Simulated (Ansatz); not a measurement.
## CdCl2-type YSe2

The computed numbers are results of PBE, scalar-relativistic (no spin polarisation) in the plane-wave PAW code Ansatz at 420 eV, Γ-centred 10×10×10 mesh, 0.05 eV Gaussian smearing. The datasets are Ansatz's generated set soft_2.

```yaml
crystal:
  lattice:
    - [2.17005, 1.25288, 5.20925]
    - [-2.17005, 1.25288, 5.20925]
    - [0.00000, -2.50575, 5.20925]
  atoms:
    - { symbol: Y, position: [0.00000, 0.00000, 0.00000] }
    - { symbol: Se, position: [0.24458, 0.24458, 0.24458] }
    - { symbol: Se, position: [0.75542, 0.75542, 0.75542] }
```

The start was a prototype's sites filled with these elements, not a measured cell.

At this volume the pressure is 0.00 GPa.

The cell has space group R-3m (read at 0.01 Å). In it the stress is 0.00, 0.00, 0.00, 0.00, 0.00, 0.00 GPa and the largest force component 0.000 eV/Å. Each change below starts from this cell, without further relaxation. Stress is in GPa, positive in compression, in the order xx, yy, zz, yz, xz, xy; energies are counted from the cell above and are free energies with the smearing's entropy, which match forces and stress in a metal.

What happens when atom 2 (Se) is moved by 0.20 Å along x?

The energy changes by 75.2 meV per cell, and the force on it along the shift is -0.751 eV/Å (−F/u = 3.75 eV/Å²). Stress: 0.51, 0.41, 0.51, 0.53, 2.02, 1.52.
```tsv
atom	Fx (eV/Å)	Fy	Fz
Y1	0.581	0.138	0.169
Se2	-0.751	-0.155	-0.158
Se3	0.169	0.017	-0.011
```
In a harmonic crystal the energy would rise by −½F·u = ½ × 3.75 × 0.20² eV = 75.1 meV, which matches.

What happens when atom 3 (Se) is moved by 0.20 Å along y?

The energy changes by 85.5 meV per cell, and the force on it along the shift is -0.907 eV/Å (−F/u = 4.53 eV/Å²). Stress: -1.08, 2.09, 0.59, -2.55, 0.00, 0.00.
```tsv
atom	Fx (eV/Å)	Fy	Fz
Y1	0.000	0.721	-0.197
Se2	0.000	0.185	0.008
Se3	0.000	-0.907	0.188
```
In a harmonic crystal the energy would rise by −½F·u = ½ × 4.53 × 0.20² eV = 90.7 meV, close to the run's value; the rest is anharmonic or numerical.

What stress follows from an engineering strain of 3 % in xy, atoms carried along?

0.07, 0.05, -0.01, 0.05, -0.93, -0.60 GPa; the energy changes by 4.9 meV per cell.
```tsv
atom	Fx (eV/Å)	Fy	Fz
Y1	0.000	0.000	0.000
Se2	0.120	-0.005	-0.009
Se3	-0.120	0.005	0.009
```
The change of the stress over the strain gives a clamped-atom stiffness of about 20.0 GPa for this component.
In a harmonic crystal the energy would rise by V(½Cε² − σ₀ε), with σ₀ the stress of the unstrained cell, = 4.8 meV, which matches.

What stress follows from an engineering strain of 3 % in yz, atoms carried along?

-0.89, 1.01, 0.00, -0.38, 0.00, 0.00 GPa; the energy changes by 3.3 meV per cell.
```
atom  Fx (eV/Å)      Fy      Fz
  Y1      0.000   0.000   0.000
 Se2      0.000   0.167  -0.008
 Se3      0.000  -0.167   0.008
```
The change of the stress over the strain gives a clamped-atom stiffness of about 12.7 GPa for this component.
In a harmonic crystal the energy would rise by V(½Cε² − σ₀ε), with σ₀ the stress of the unstrained cell, = 3.0 meV, close to the run's value; the rest is anharmonic or numerical.

All atoms and the cell are disturbed at random:
```xyz
3
Lattice="2.1751 1.3152 5.2586 -2.1778 1.3124 5.2605 -0.0038 -2.4674 5.2210" Properties=species:S:1:pos:R:3 pbc="T T T"
Y    -0.0259   -0.0786   -0.0469
Se    0.0699    0.0795    3.7998
Se   -0.0505    0.1592   11.9872
```
Give the energy change, the stress and the forces.

108.8 meV per cell; stress -1.83, -1.33, -1.81, 0.14, 1.25, 0.71 GPa.
| atom | Fx (eV/Å) | Fy | Fz |
| --- | --- | --- | --- |
| Y1 | 0.297 | 0.542 | 0.342 |
| Se2 | -0.412 | -0.233 | 0.265 |
| Se3 | 0.115 | -0.308 | -0.608 |

All atoms and the cell are disturbed at random:
```xyz
3
Lattice="2.1811 1.2687 5.1366 -2.2606 1.2588 5.1721 -0.0483 -2.5110 5.1504" Properties=species:S:1:pos:R:3 pbc="T T T"
Y     0.0554    0.0210    0.0907
Se   -0.0825    0.0141    3.7624
Se   -0.1007   -0.0186   11.6060
```
Give the energy change, the stress and the forces.

69.9 meV per cell; stress -0.02, -0.32, -0.62, 0.02, 0.06, 0.59 GPa.
| atom | Fx (eV/Å) | Fy | Fz |
| --- | --- | --- | --- |
| Y1 | -0.458 | -0.160 | -0.617 |
| Se2 | 0.168 | 0.027 | 0.194 |
| Se3 | 0.290 | 0.133 | 0.423 |

The cell is a metal with an odd number of electrons, and spin polarisation wasn't tried. The structure is layered, and this functional has no dispersion term, so the layers' spacing is poorly fixed, often too long, and so is what hangs on it.
